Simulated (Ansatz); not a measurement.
MgTe in space group P4_2/mmc (No. 131; Mg on 2c, Te on 2e) at seven volumes, the program Ansatz at the HSE06 level (PAW), shape and atoms relaxed at each. One row is withheld.

```tsv
V (Å³/atom)	P (GPa)
31.688	3.56
32.732	2.19
33.777	1.02
34.821	0.00
35.866	-0.88
36.911	-1.64
37.955	?
```

Problem. Fit the shown pressures and predict the withheld one.

Solution. P = (3/2)B₀(x^(7/2) − x^(5/2))[1 + (3/4)(B′ − 4)(x − 1)] with x = (V₀/V)^(2/3). Least squares on the six rows gives V₀ = 34.821 Å³/atom, B₀ = 31.5 GPa, B′ = 3.85. At V = 37.955, x = 0.9442 and P = -2.30 GPa. The run itself gave -2.29 GPa.

The cell is a constructed one: a structure type filled with these elements; neither database checked (COD, Materials Project) lists it. COD files the formula under space group No. 186, so this cell is another polymorph or a model. Whether it is the stable phase at ambient conditions was not checked. The cell was relaxed with HSE06 under the symmetry of its start; whether a distortion lowers the energy is not shown. Scalar-relativistic: spin–orbit coupling is off unless named, which matters more the heavier the elements.

Potentials: the later of the program's two PAW sets.
